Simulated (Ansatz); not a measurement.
YAl₂Ge₂ in space group P-3m1 (No. 164; Y on 1a, Ge on 2d, Al on 2d) under volume change, the program Ansatz at the r²SCAN level (PAW), shape and atoms relaxed at each volume.

```
V (Å³/atom)  E − E(relaxed) (meV/atom)     P (GPa)
-----------  -------------------------  ----------
18.835                      (withheld)  (withheld)
19.456                            20.5        5.58
20.077                      (withheld)  (withheld)
20.698                             0.0        0.00
21.319                             4.3       -2.13
21.940                            16.2       -3.99
22.560                            34.9       -5.62
```

Task: What belongs in the gaps?

Result: 
- 18.835, E − E(relaxed) (meV/atom): 48.8
- 18.835, P (GPa): 9.09
- 20.077, E − E(relaxed) (meV/atom): 4.9
- 20.077, P (GPa): 2.58

Task: What does a third-order Birch–Murnaghan fit give for V₀, B₀ and B′?

Result: V₀ = 20.70 Å³/atom, B₀ = 78.4 GPa, B′ = 4.3.

The workflow started from an entry of the Crystallography Open Database (COD). Its standing as an ambient phase is unchecked. The cell was relaxed with r²SCAN under the symmetry of its start; whether a distortion lowers the energy is not shown. No spin polarisation was allowed. Scalar-relativistic: spin–orbit coupling is off unless named, which matters more the heavier the elements.

Potentials: the later of the program's two PAW sets.
